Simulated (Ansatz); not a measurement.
NiSb (P63/mmc): energy against the cell's spin moment

```
Ni Sb
1.0
     3.92800    0.00000    0.00000
    -1.96400    3.40175    0.00000
     0.00000    0.00000    5.12000
Ni Sb
2 2
Cartesian
  0.0000 0.0000 0.0000
  0.0000 0.0000 2.5600
  0.0000 2.2678 1.2800
  1.9640 1.1339 3.8400
```

Geometry: a structure as deposited in COD; nothing is relaxed.

Functional, mesh and filling: PBE, 10×10×7 k mesh, Fermi–Dirac smearing of 0.05 eV. PAW means Ansatz 0.2.0 on its default frozen-core files; LAPW is all-electron LAPW in Ansatz 0.2.0. Site moments are integrated in spheres about the atoms, whose radii differ between the methods. Start moments of the first PAW run (μB): Ni1 1.5, Ni2 1.5.

The total moment M of the cell is held by giving each spin its own Fermi level. Half their difference over μB is the field that would hold M, so μB·B = dF/dM. Energies count from each method's free run. The held moment starts spread evenly over Ni1, Ni2.

Task: Does the cell keep a net moment when the moments are free, and how does its energy change with a held moment?

Result: The free run has no net moment (M = 0.00 μB). 
| M (μB/cell) | ΔF PAW (meV/cell) | ΔF LAPW (meV/cell) | B, PAW (T) | largest site moment, PAW (μB) | pressure, PAW (GPa) |
| --- | --- | --- | --- | --- | --- |
| 0.00 | 0.0 | – | – | 0.00 | 3.9 |
| 0.20 | +6.0 | – | +1107 | 0.07 | 3.9 |
| 0.40 | +25.7 | +25.7 | +2251 | 0.14 | 4.0 |
| 0.70 | +79.7 | – | +4038 | 0.25 | 4.4 |
| 1.00 | +166.4 | +166.1 | +5924 | 0.34 | 5.0 |
| 1.50 | +387.7 | +387.2 | +9507 | 0.50 | 6.1 |
| 2.00 | +716.7 | – | +13051 | 0.64 | 7.7 |
| 2.80 | +1461.1 | – | +19093 | 0.87 | 10.8 |

Task: Check μB·B = dF/dM between M = 0.20 and 0.40 μB with the PAW numbers.

Result: ΔF/ΔM = +19.7 meV / 0.20 = +98.5 meV per μB, which is +1701 T with μB = 0.05788 meV/T. The mean of the two holding fields is +1679 T. The slope equals the mean of B over the step, so the two agree where B(M) is nearly straight between its ends, and here they lie within a tenth of each other.

Separate runs put a uniform field on the spins (g = 2):

```csv
field (T),M PAW (μB/cell),M LAPW (μB/cell)
300,0.062,–
600,0.117,0.117
```

The Ansatz runs typed with the search for lower states off end where their start leads. Spin–orbit coupling is left out although heavy atoms are present. These are results for the start and cell typed. The real compound can order otherwise, in a larger cell, or not at all, since semilocal functionals without spin fluctuations often overstate magnetism; near a collapse of the moment, mesh and smearing move it by tens of per cent.
